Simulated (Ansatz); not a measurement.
TiNi in space group Pmma (No. 51; Ti on 2f, Ni on 2e) under volume change, the program Ansatz at the r²SCAN level (PAW), shape and atoms relaxed at each volume.

```csv
V (Å³/atom),E − E(relaxed) (meV/atom),P (GPa)
12.175,53.4,16.06
12.576,21.9,9.40
12.978,5.4,4.03
13.379,0.0,0.00
13.780,5.4,-4.22
14.182,20.7,-7.89
14.583,44.4,-10.93
```

Q: What does a third-order Birch–Murnaghan fit give for V₀, B₀ and B′?

A: V₀ = 13.35 Å³/atom, B₀ = 145 GPa, B′ = 3.8.

The first step of the workflow began from a Materials Project structure, measured or hypothetical; the Crystallography Open Database copy checked does not list it. COD files the formula under space group No. 11, 147, so this cell is another polymorph or a model. Whether it is the stable phase at ambient conditions was not checked. The cell was relaxed with r²SCAN under the symmetry of its start; whether a distortion lowers the energy is not shown. The run is not spin-polarised.

Potentials: the later of the program's two PAW sets.
